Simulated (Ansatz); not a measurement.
## Two states of CsYbF6

```yaml
crystal:
  lattice:
    - [5.40121, 0.00000, 0.00000]
    - [-0.51769, 5.37634, 0.00000]
    - [-0.51769, -0.56993, 5.34605]
  atoms:
    - { symbol: Cs, position: [0.50000, 0.50000, 0.50000] }
    - { symbol: F, position: [0.67890, 0.80360, 0.08130] }
    - { symbol: F, position: [0.08130, 0.67890, 0.80360] }
    - { symbol: F, position: [0.80360, 0.08130, 0.67890] }
    - { symbol: F, position: [0.32110, 0.19640, 0.91870] }
    - { symbol: F, position: [0.91870, 0.32110, 0.19640] }
    - { symbol: F, position: [0.19640, 0.91870, 0.32110] }
    - { symbol: Yb, position: [0.00000, 0.00000, 0.00000] }
```

The numbers come from plane-wave PAW DFT (Ansatz): PBE, 420 eV, 4×4×4 Γ-centred k points, gaussian occupations (width 0.0138 eV). Nothing was relaxed.

State A: no moments (no spin polarisation). State B: Yb8 up (collinear spin).

Q: Which state is lower, and how do they differ?

A: State B is lower by 78.4 meV an atom at zero smearing.

```tsv
state	free energy (meV/atom)	largest moment in a small sphere (μB)	net moment (μB/cell)	gap on mesh (eV)	pressure (GPa)	largest force (eV/Å)
A	78.1	0.00	0.00	metal	1.7	0.34
B	0.0	1.22	3.00	0.24	1.0	0.10
```

Origin: a known structure type with other elements, at an estimated volume, so it need not be a known compound. Caveats: f shells without a U or exact exchange are poorly placed; odd electron count without spin polarisation, so a magnetic state may lie lower.
